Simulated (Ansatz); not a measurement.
Input:

TaS₂:
```cif
data_S4Ta2
_chemical_formula_sum 'Ta2 S4'
_space_group_name_H-M_alt 'P42/mnm'
_space_group_IT_number 136
_space_group_name_Hall '-P 4n 2n'
_cell_length_a 6.03896
_cell_length_b 6.03896
_cell_length_c 3.34932
_cell_angle_alpha 90.000
_cell_angle_beta 90.000
_cell_angle_gamma 90.000
loop_
_atom_site_label
_atom_site_type_symbol
_atom_site_symmetry_multiplicity
_atom_site_Wyckoff_symbol
_atom_site_fract_x
_atom_site_fract_y
_atom_site_fract_z
_atom_site_occupancy
Ta1 Ta 2 a 0.00000 0.00000 0.00000 1
S1 S 4 f 0.29415 0.29415 0.00000 1
```

This is the PBE-relaxed structure.

### Question
All from PBE in the plane-wave PAW code Ansatz, unless another level is named. Predict the electronic character.

### Answer
metallic (no gap).

### Question
What about the density of states at the Fermi level?

### Answer
0.49 states/eV per atom (mean over ±0.08 eV).

### Question
Predict the formation energy from the elements (no fitted shifts).

### Answer
-0.89 eV/atom.

Space group P4_2/mnm (rutile). A made-up cell: these elements were put on the sites of a structure type; neither database checked (COD, Materials Project) lists it. It is not the phase usual at ambient conditions (space group No. 164). Symmetry was held in the PBE relaxation; whether a distortion lowers the energy is not shown. No spin polarisation was allowed. The references are the lowest solids computed at this level, not always the standard phases. Scalar-relativistic: spin–orbit coupling is off unless named, which matters more the heavier the elements.

Potentials: the later of the program's two PAW sets.
